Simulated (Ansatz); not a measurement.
**Question.** Name crystals whose computed values (DFT-LDA in the program Ansatz with PAW potentials) fall in these windows: B₀ by P(V) fit (GPa) 170 to 200; G_Hill (GPa) 150 to 190; highest Γ mode, no LO–TO term (cm⁻¹) 570 to 750.

**Answer.** 

```csv
crystal,B₀ by P(V) fit (GPa),G_Hill (GPa),"highest Γ mode, no LO–TO term (cm⁻¹)"
"YB2, P6/mmm (Y on 1a, B on 2d)",180,164,627
```
Others may fit too.

Standing as an ambient phase not checked: YB2, P6/mmm (Y on 1a, B on 2d). The cell was relaxed under the symmetry of its start. Rows with no word on spin ran without spin polarisation. Scalar-relativistic: spin–orbit coupling is off unless named, which matters more the heavier the elements.

Potentials: the later of the program's two PAW sets.
